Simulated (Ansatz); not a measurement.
Input file for Ansatz (a program for electronic structure):

Ansatz 0.2 input:
```yaml
crystal:
  lattice:
    - [0.0, 2.0012279551, 2.0012279551]
    - [2.0012279551, 0.0, 2.0012279551]
    - [2.0012279551, 2.0012279551, 0.0]
  atoms:
    - { symbol: Ag, position: [0.0, 0.0, 0.0] }
kpoints:
  mp_grid: { grid: [37, 37, 37] }
hamiltonian:
  xc: lda
  pseudopotentials: { azcp: { folder: ./paw }, kind: paw }
scf:
  occupations: { method: fermi_dirac, width: 0.1 }
elastic: { mode: relaxed_ion, stencil: two_point, amplitude: 0.005, f_tol: 0.0005 }
```

Output (shortened):

```
Pseudopotential: Ag, paw, valence charge 19
Functional definition: SPW92
Crystal: 1 atoms, lattice volume = 16.029 Å³
Basis set: ecut = 420 eV, 331 PW (Γ)
Bands: 14, of which v1, the nominal top of the filled ones, is band 10 counted from 1 (9 counted from 0)
Symmetry: 48 space group operations
Space group: Fm-3m (ITA 225), of the structure as read, at distance tolerance 2.5e-5 Å
k-points: 1330 of 50653
SCF iter   1: F=—  HF=-7458.611428 eV  |F-HF|=—  |Δ(HF+E_count)|=         —  Δρ=9.21e-2  dr2=1.39e0  ethr=3.10e-3  ⟨swp⟩=4.6  Hψ=92280  notcnv=0
preconditioner: auto → none
SCF iter   2: F=—  HF=-7458.254871 eV  |F-HF|=—  |Δ(HF+E_count)|=   3.57e-1  Δρ=3.03e-2  dr2=1.50e-1  ethr=3.10e-3  ⟨swp⟩=2.6  Hψ=42567  notcnv=0  defer=176
SCF iter   3: F=—  HF=-7458.203520 eV  |F-HF|=—  |Δ(HF+E_count)|=   5.14e-2  Δρ=7.21e-3  dr2=4.47e-3  ethr=7.88e-4  ⟨swp⟩=2.4  Hψ=29321  notcnv=0  defer=176
SCF iter   4: F=—  HF=-7458.203863 eV  |F-HF|=—  |Δ(HF+E_count)|=   3.43e-4  Δρ=1.69e-3  dr2=3.74e-4  ethr=2.35e-5  ⟨swp⟩=2.6  Hψ=34509  notcnv=0  defer=176
SCF iter   5: F=—  HF=-7458.203853 eV  |F-HF|=—  |Δ(HF+E_count)|=   1.02e-5  Δρ=2.79e-5  dr2=2.76e-8  ethr=1.97e-6  ⟨swp⟩=2.8  Hψ=31800  notcnv=0  defer=176
SCF iter   6: F=—  HF=-7458.203857 eV  |F-HF|=—  |Δ(HF+E_count)|=   4.52e-6  Δρ=8.49e-6  dr2=1.13e-8  ethr=1.45e-10  ⟨swp⟩=2.3  Hψ=26858  notcnv=0  defer=176
SCF iter   7: F=—  HF=-7458.203857 eV  |F-HF|=—  |Δ(HF+E_count)|=   2.49e-9  Δρ=3.93e-7  dr2=2.28e-11  ethr=5.95e-11  ⟨swp⟩=2.5  Hψ=25846  notcnv=0  defer=176
SCF iter   8: F=-7458.203857 eV  HF=-7458.203857 eV  |F-HF|=0.00e0  |Δ(HF+E_count)|=    0.00e0  Δρ=1.01e-8  dr2=8.77e-15  ethr=1.00e-12  ⟨swp⟩=3.7  Hψ=76803  notcnv=0
SCF 1 converged in 8 iterations: F = -7458.203857 eV  dr2 = 8.77e-15
Crystal: 1 atoms, lattice volume = 15.949 Å³
Symmetry: 16 space group operations
k-points: 3610 of 50653
iter 1 solved again at ethr=3.39e-7 eV; its pass at ethr=3.10e-3 eV (dr2=6.44e-5 eV) is discarded
SCF iter   1: F=—  HF=-7458.203701 eV  |F-HF|=—  |Δ(HF+E_count)|=         —  Δρ=5.65e-4  dr2=5.18e-5  ethr=3.39e-7  ⟨swp⟩=2.0  Hψ=332509  notcnv=0  defer=17
preconditioner: auto → none
SCF iter   2: F=—  HF=-7458.203693 eV  |F-HF|=—  |Δ(HF+E_count)|=   8.76e-6  Δρ=3.28e-4  dr2=8.85e-6  ethr=2.73e-7  ⟨swp⟩=2.0  Hψ=69744  notcnv=0  defer=17
SCF iter   3: F=—  HF=-7458.203689 eV  |F-HF|=—  |Δ(HF+E_count)|=   3.32e-6  Δρ=1.02e-4  dr2=7.55e-7  ethr=4.66e-8  ⟨swp⟩=2.3  Hψ=73595  notcnv=0  defer=17
SCF iter   4: F=—  HF=-7458.203686 eV  |F-HF|=—  |Δ(HF+E_count)|=   3.64e-6  Δρ=1.19e-5  dr2=6.97e-9  ethr=3.97e-9  ⟨swp⟩=2.0  Hψ=79524  notcnv=0  defer=17
SCF iter   5: F=—  HF=-7458.203686 eV  |F-HF|=—  |Δ(HF+E_count)|=   2.69e-9  Δρ=7.44e-7  dr2=4.23e-11  ethr=3.67e-11  ⟨swp⟩=2.1  Hψ=84312  notcnv=0  defer=17
SCF iter   6: F=—  HF=-7458.203686 eV  |F-HF|=—  |Δ(HF+E_count)|=  1.46e-11  Δρ=6.15e-8  dr2=3.68e-13  ethr=2.23e-13 (applied; sched 1.00e-12)  ⟨swp⟩=2.0  Hψ=83197  notcnv=0  defer=542
SCF iter   7: F=-7458.203686 eV  HF=-7458.203686 eV  |F-HF|=9.09e-13  |Δ(HF+E_count)|=  9.09e-13  Δρ=3.24e-9  dr2=5.18e-16  ethr=1.00e-12  ⟨swp⟩=4.0  Hψ=147568  notcnv=0
SCF 2 converged in 7 iterations: F = -7458.203686 eV  dr2 = 5.18e-16
Crystal: 1 atoms, lattice volume = 16.110 Å³
iter 1 solved again at ethr=4.63e-10 eV; its pass at ethr=3.10e-3 eV (dr2=8.80e-8 eV) is discarded
SCF iter   1: F=—  HF=-7458.203609 eV  |F-HF|=—  |Δ(HF+E_count)|=         —  Δρ=1.60e-4  dr2=8.82e-8  ethr=4.63e-10  ⟨swp⟩=2.2  Hψ=328908  notcnv=0  defer=5
preconditioner: auto → none
SCF iter   2: F=—  HF=-7458.203611 eV  |F-HF|=—  |Δ(HF+E_count)|=   1.65e-6  Δρ=8.01e-5  dr2=2.18e-8  ethr=4.63e-10  ⟨swp⟩=1.0  Hψ=49990  notcnv=0  defer=5
SCF iter   3: F=—  HF=-7458.203611 eV  |F-HF|=—  |Δ(HF+E_count)|=   5.50e-7  Δρ=1.22e-6  dr2=1.86e-10  ethr=1.15e-10  ⟨swp⟩=1.0  Hψ=49990  notcnv=0  defer=5
SCF iter   4: F=—  HF=-7458.203611 eV  |F-HF|=—  |Δ(HF+E_count)|=  5.18e-11  Δρ=2.55e-7  dr2=4.39e-12  ethr=9.81e-13 (applied; sched 1.00e-12)  ⟨swp⟩=2.1  Hψ=71597  notcnv=0  defer=5
SCF iter   5: F=-7458.203611 eV  HF=-7458.203611 eV  |F-HF|=9.09e-13  |Δ(HF+E_count)|=  9.09e-13  Δρ=3.83e-8  dr2=6.57e-14  ethr=1.00e-12  ⟨swp⟩=2.8  Hψ=196811  notcnv=0
SCF 3 converged in 5 iterations: F = -7458.203611 eV  dr2 = 6.57e-14
Crystal: 1 atoms, lattice volume = 16.029 Å³
Symmetry: 8 space group operations
k-points: 6859 of 50653
iter 1 solved again at ethr=8.16e-8 eV; its pass at ethr=3.10e-3 eV (dr2=1.55e-5 eV) is discarded
SCF iter   1: F=—  HF=-7458.203782 eV  |F-HF|=—  |Δ(HF+E_count)|=         —  Δρ=2.06e-4  dr2=1.57e-6  ethr=8.16e-8  ⟨swp⟩=2.0  Hψ=619234  notcnv=0  defer=15
preconditioner: auto → none
SCF iter   2: F=—  HF=-7458.203782 eV  |F-HF|=—  |Δ(HF+E_count)|=   1.80e-8  Δρ=9.72e-5  dr2=3.15e-7  ethr=8.25e-9  ⟨swp⟩=1.2  Hψ=99633  notcnv=0  defer=15
SCF iter   3: F=—  HF=-7458.203783 eV  |F-HF|=—  |Δ(HF+E_count)|=   2.29e-7  Δρ=6.11e-6  dr2=1.52e-9  ethr=1.66e-9  ⟨swp⟩=1.1  Hψ=97409  notcnv=0  defer=15
SCF iter   4: F=—  HF=-7458.203783 eV  |F-HF|=—  |Δ(HF+E_count)|=  5.00e-10  Δρ=2.98e-6  dr2=1.15e-9  ethr=8.02e-12  ⟨swp⟩=2.1  Hψ=160107  notcnv=0  defer=15
SCF iter   5: F=—  HF=-7458.203783 eV  |F-HF|=—  |Δ(HF+E_count)|=  3.74e-10  Δρ=2.27e-7  dr2=2.22e-12  ethr=6.05e-12  ⟨swp⟩=2.2  Hψ=134811  notcnv=0  defer=15
SCF iter   6: F=—  HF=-7458.203783 eV  |F-HF|=—  |Δ(HF+E_count)|=  9.09e-13  Δρ=5.93e-8  dr2=1.33e-13  ethr=1.00e-12  ⟨swp⟩=4.0  Hψ=298769  notcnv=0
SCF iter   7: F=-7458.203783 eV  HF=-7458.203783 eV  |F-HF|=0.00e0  |Δ(HF+E_count)|=  9.09e-13  Δρ=8.74e-9  dr2=3.22e-15  ethr=1.00e-12  ⟨swp⟩=3.1  Hψ=255093  notcnv=0
SCF 4 converged in 7 iterations: F = -7458.203783 eV  dr2 = 3.22e-15
Crystal: 1 atoms, lattice volume = 16.029 Å³
iter 1 solved again at ethr=2.12e-10 eV; its pass at ethr=3.10e-3 eV (dr2=4.03e-8 eV) is discarded
SCF iter   1: F=—  HF=-7458.203781 eV  |F-HF|=—  |Δ(HF+E_count)|=         —  Δρ=1.10e-4  dr2=4.02e-8  ethr=2.12e-10  ⟨swp⟩=2.2  Hψ=624003  notcnv=0  defer=2
preconditioner: auto → none
SCF iter   2: F=—  HF=-7458.203782 eV  |F-HF|=—  |Δ(HF+E_count)|=   7.76e-7  Δρ=5.51e-5  dr2=1.01e-8  ethr=2.12e-10  ⟨swp⟩=1.0  Hψ=95005  notcnv=0  defer=2
SCF iter   3: F=—  HF=-7458.203783 eV  |F-HF|=—  |Δ(HF+E_count)|=   2.59e-7  Δρ=7.58e-7  dr2=7.42e-11  ethr=5.29e-11  ⟨swp⟩=1.0  Hψ=95005  notcnv=0  defer=2
SCF iter   4: F=—  HF=-7458.203783 eV  |F-HF|=—  |Δ(HF+E_count)|=  2.00e-11  Δρ=5.05e-8  dr2=2.65e-13  ethr=3.90e-13 (applied; sched 1.00e-12)  ⟨swp⟩=2.1  Hψ=133503  notcnv=0  defer=470
SCF iter   5: F=-7458.203783 eV  HF=-7458.203783 eV  |F-HF|=5.46e-12  |Δ(HF+E_count)|=  5.46e-12  Δρ=1.21e-8  dr2=1.16e-14  ethr=1.00e-12  ⟨swp⟩=3.9  Hψ=270687  notcnv=0
SCF 5 converged in 5 iterations: F = -7458.203783 eV  dr2 = 1.16e-14
SCF converged after 8 iterations
Free energy (F): -7458.203857 eV
Harris-Foulkes:  -7458.203857 eV  (|F-HF|=0.00e0)
Internal energy: -7458.195614 eV  (E = F + TS)
E sigma→0 (E₀):  -7458.199736 eV
Entropy (-TS):   -0.008243 eV (-8.243 meV/atom)
Fermi energy:    18.297358 eV
--- Per-component energies (eV) ---
  E_band       = -218.666865
  E_kinetic    = 468.305308
  E_local      = -1990.879933  (includes V_loc(G=0)·N_el)
  E_nonlocal   = 38.674641
  E_hartree    = 984.264194
  E_xc         = -158.629251
  E_vxc        = -201.804120  (∫ρ·V_xc dr)
  E_paw        = -3823.313743  (= ΣΔE_a)
  E_vpaw       = -501.491514  (= ΣTr[D̂ρ^β])
  E_aug_tail   = 0.000369  (compensation charges beyond the density's cutoff)
  E_ewald      = -2977.342007
  E_core_change = 0.724808  (= ΣΔE_core)
  E_smearing   = -0.008243  (= −TS)
  E_closure    = 0.000000  (closes the sum)
  Σ components = -7458.203857   (vs F -7458.203857, Δ=0.00e0)
  [band-id]    e_kinetic+e_local+e_nonlocal+2·e_hartree+e_vxc+e_vpaw+e_augmentation_tail = -218.666860   (vs E_band -218.666865, Δ=5.21e-6)
--- Forces (eV/Å), atoms counted from 1 ---
  atom   1  Ag     0.00000000     0.00000000     0.00000000
  max |Σ_I F_I| component: 0.0 eV/Å
--- Stress (GPa, compression-positive) ---
       -0.078671       0.000000       0.000000
        0.000000      -0.078671       0.000000
        0.000000       0.000000      -0.078671
  P = ⅓ Tr σ = -0.0787 GPa (-0.787 kbar)
--- Band table (eV; the first three rows and the last of 1330) ---
  k-point 0: bands = ["-73.6569", "-37.0754", "-37.0754", "-37.0754", "9.9421", "13.2838", "13.2838", "13.2838", "14.4625", "14.4625", "34.2810", "38.1101", "38.1101", "38.1101"]
  k-point 1: bands = ["-73.6567", "-37.0770", "-37.0756", "-37.0756", "9.9664", "13.2773", "13.2911", "13.2911", "14.4595", "14.4595", "34.2943", "37.9000", "38.1258", "38.1258"]
  k-point 2: bands = ["-73.6562", "-37.0815", "-37.0763", "-37.0763", "10.0388", "13.2589", "13.3125", "13.3125", "14.4509", "14.4509", "34.3264", "37.3564", "38.1718", "38.1718"]
  k-point 1329: bands = ["-73.6257", "-37.2192", "-37.2137", "-37.1570", "12.2745", "12.8876", "13.0269", "14.4584", "15.5895", "24.1072", "24.6119", "25.6422", "26.9149", "41.1202"]
--- Elastic constants: 2 strain directions × 2 members + reference (group order 48) ---
  dense FFT box of the reference and of every strained cell: 20×20×20
  strains applied: 11, 23; error gains: componentwise 1.00 (the most a stress slope's error grows in a printed constant), spectral 1.73 (1 for all six strains …
  C = ∂σ_k/∂η_j (tension-positive GPa; Voigt order 11 22 33 23 13 12):
       166.736    124.519    124.519      0.000      0.000      0.000
       124.519    166.736    124.519      0.000      0.000      0.000
       124.519    124.519    166.736      0.000      0.000      0.000
         0.000      0.000      0.000     59.657      0.000      0.000
         0.000      0.000      0.000      0.000     59.657      0.000
         0.000      0.000      0.000      0.000      0.000     59.657
  reference stress σ⁰ (GPa):      0.079      0.079      0.079      0.000      0.000      0.000
  C* (energy form; C + prestress term) asymmetry max|C*_kj − C*_jk| = 4.263e-14 GPa — a small one proves nothing (zero by symmetry where the batch's group is …
  moduli (Voigt/Reuss/Hill, GPa): K = 138.59/138.59/138.59   G = 44.24/34.47/39.36   E = 107.86   ν = 0.370
  mechanically stable: yes (min eigenvalue of sym C = 42.22 GPa)
  where every solve meets its electron count the energy-path curvature estimates C_jj along a normal strain and C_jj − ¼(σ⁰_aa + σ⁰_bb) along a shear (ab), of …
  strain η (Voigt 11):  stress-route row diagonal C_11 = 166.74 GPa, energy-path curvature d²(F+E_count+ΔE)/dδ²/Ω₀ = 166.77 GPa
         δ    σ_11 (GPa)             F (eV)   n_scf  n_hpsi   n_pw
    -5.000e-3      -0.7678       -7458.2036856       7  906709    331   relax 0 steps, max|allowed force component| 0.00e0 eV/Å
     5.000e-3       0.8996       -7458.2036112       5  733576    331   relax 0 steps, max|allowed force component| 0.00e0 eV/Å
  strain η (Voigt 23):  stress-route row diagonal C_44 = 59.66 GPa, energy-path curvature d²(F+E_count+ΔE)/dδ²/Ω₀ = 59.67 GPa
         δ    σ_23 (GPa)             F (eV)   n_scf  n_hpsi   n_pw
    -5.000e-3      -0.2983       -7458.2037825       7  1733958    331   relax 0 steps, max|allowed force component| 0.00e0 eV/Å
     5.000e-3       0.2983       -7458.2037825       5  1287087    331   relax 0 steps, max|allowed force component| 0.00e0 eV/Å
```

Cost: about 4 core-minutes (a rough figure) on shared cores.

The cell keeps a stress of up to 0.2 GPa. The cell was relaxed with LDA under the symmetry of its start. No spin polarisation was allowed. As this level gives no gap, shear constants depend on the k-mesh and smearing (Fermi–Dirac, 0.1 eV here). Scalar-relativistic: spin–orbit coupling is off unless named, which matters more the heavier the elements.

Potentials: the earlier of the program's two PAW sets. The files were generated under PBE; for other functionals the program regenerates the frozen cores, and for LDA and PBEsol the local potential too.

Ansatz is a plane-wave DFT program.
